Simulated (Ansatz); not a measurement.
Cs2ZrF6:
```cif
data_Cs2F6Zr
_chemical_formula_sum 'Cs2 Zr1 F6'
_space_group_name_H-M_alt 'P-3m1'
_space_group_IT_number 164
_space_group_name_Hall '-P 3 2"'
_cell_length_a 6.40026
_cell_length_b 6.40026
_cell_length_c 4.97638
_cell_angle_alpha 90.000
_cell_angle_beta 90.000
_cell_angle_gamma 120.000
loop_
_atom_site_label
_atom_site_type_symbol
_atom_site_symmetry_multiplicity
_atom_site_Wyckoff_symbol
_atom_site_fract_x
_atom_site_fract_y
_atom_site_fract_z
_atom_site_occupancy
Cs1 Cs 2 d 0.66667 0.33333 0.30221 1
Zr1 Zr 1 a 0.00000 0.00000 0.00000 1
F1 F 6 i 0.15213 0.30427 0.22294 1
```

Relaxed with r²SCAN. 

**Question.** HSE06 on this cell (Ansatz, a quantum-chemistry and plane-wave program, PAW) gives a gap of 9.22 eV. What does r²SCAN give?

**Answer.** 7.70 eV.

Cost on shared cores: the r²SCAN run (SCF on a 5×5×6 mesh, then bands and DOS) roughly 3.0 core-minutes, the HSE06 run (SCF on 3×3×4, then a few points) around 7 core-minutes (rough); the tasks are unlike.

The workflow started from a Materials Project entry (that database holds measured and hypothetical structures alike); the Crystallography Open Database files this formula in space group No. 164, but the cells were not matched. Whether it is the stable phase at ambient conditions was not checked. The cell was relaxed with r²SCAN under the symmetry of its start; its stability against distortions is not shown here. No spin polarisation was allowed. Spin–orbit coupling is left out wherever it is not named.

Potentials: the later of the program's two PAW sets.

Ansatz is a plane-wave DFT program.
